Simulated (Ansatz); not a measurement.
Ga:
```cif
data_Ga4
_chemical_formula_sum 'Ga4'
_space_group_name_H-M_alt 'P 1'
_space_group_IT_number 1
_cell_length_a 4.35051
_cell_length_b 4.35051
_cell_length_c 4.43388
_cell_angle_alpha 90.000
_cell_angle_beta 90.000
_cell_angle_gamma 118.888
loop_
_space_group_symop_operation_xyz
  'x, y, z'
loop_
_atom_site_label
_atom_site_type_symbol
_atom_site_fract_x
_atom_site_fract_y
_atom_site_fract_z
_atom_site_occupancy
Ga1 Ga 0.65593 0.34407 0.41529 1
Ga2 Ga 0.34407 0.65593 0.58471 1
Ga3 Ga 0.84407 0.15593 0.91529 1
Ga4 Ga 0.15593 0.84407 0.08471 1
```

Relaxed with LDA.

Question: Decompose the optical modes at the zone centre into irreducible representations, and say which are infrared and Raman allowed.

Answer: Point group mmm: Γ_opt = 2Ag + Au + B1g + B1u + B2g + B2u + 2B3g. Infrared: B1u, B2u. Raman: Ag, B1g, B2g, B3g.

Question: Assign frequencies (DFPT, LDA (plane waves, PAW; program Ansatz)).

Answer: B1g 61, Ag 97, B1u 100, Au 114, B3g 158, B2u 189, B2g 194, B3g 217, Ag 242 cm⁻¹.

Subscripts of B labels follow the axes of the standard setting.

Space group Cmce (α-Ga). The LDA relaxation kept the symmetry of its start; of distortions, only those at the zone centre were tested. As this level gives no gap, phonon frequencies hold no LO–TO term and depend on the k-mesh and smearing (Fermi–Dirac, 0.1 eV here).

Potentials: the later of the program's two PAW sets.
